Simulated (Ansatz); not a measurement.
# C (bcc): energy against volume

Theory: DFT, LDA (PW92), plane waves (420 eV) with PAW, scalar-relativistic in Ansatz. (PAW data from PBE, frozen cores regenerated.)

The cell is scaled uniformly from the relaxed one, with fractional coordinates and shape fixed. Energies are extrapolated to zero smearing, pressures are those at the given smearing. Magnetic state: spin not included.

A Birch-Murnaghan fit gives V₀ = 6.30 Å³/atom, B₀ = 225 GPa, B₀′ = 3.9.

Problem. What are the energy above the minimum and the pressure at 5.560 Å³/atom?

Solution. 75.2 meV/atom and 36.05 GPa as computed.

Problem. What are the energy above the minimum and the pressure at 5.813 Å³/atom?

Solution. 30.5 meV/atom and 21.33 GPa as computed.

Problem. What are the energy above the minimum and the pressure at 7.076 Å³/atom?

Solution. 55.0 meV/atom and -20.40 GPa as computed.
